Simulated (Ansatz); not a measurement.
ReSe2 (CdI2 type, P-3m1), the program Ansatz at the PBE level (PAW), all energies at zero smearing, with the estimated change up to a 700 eV cutoff added, with one set of potentials and settings (totals compare only within such a set). Cell of 3 atoms (1 Re, 2 Se): -21806.322 eV.

```csv
element,reference phase,E (eV/atom)
Re,"P6_3/mmc, 2 atoms in the cell",-10868.0812
Se,"P3_121, 3 atoms in the cell",-5469.0798
```

Formation energy per atom, worked out: (-21806.322 − 1×(-10868.0812) − 2×(-5469.0798))/3 = -0.027 eV/atom (-3 kJ per mol of atoms), at 0 K, without zero-point energy or fitted corrections.

A made-up cell: these elements were put on the sites of a structure type; neither database checked (COD, Materials Project) lists it. COD files the formula under space group No. 2, so this cell is another polymorph or a model. Whether it is the stable phase at ambient conditions was not checked. Symmetry was held in the PBE relaxation; whether a distortion lowers the energy is not shown. The run is not spin-polarised. A crystal of weakly bound layers computed without a dispersion correction: the cell and the soft elastic constants depend strongly on that. The references are the lowest solids computed at this level, not always the standard phases. Scalar-relativistic: spin–orbit coupling is off unless named, which matters more the heavier the elements.

Potentials: the later of the program's two PAW sets.
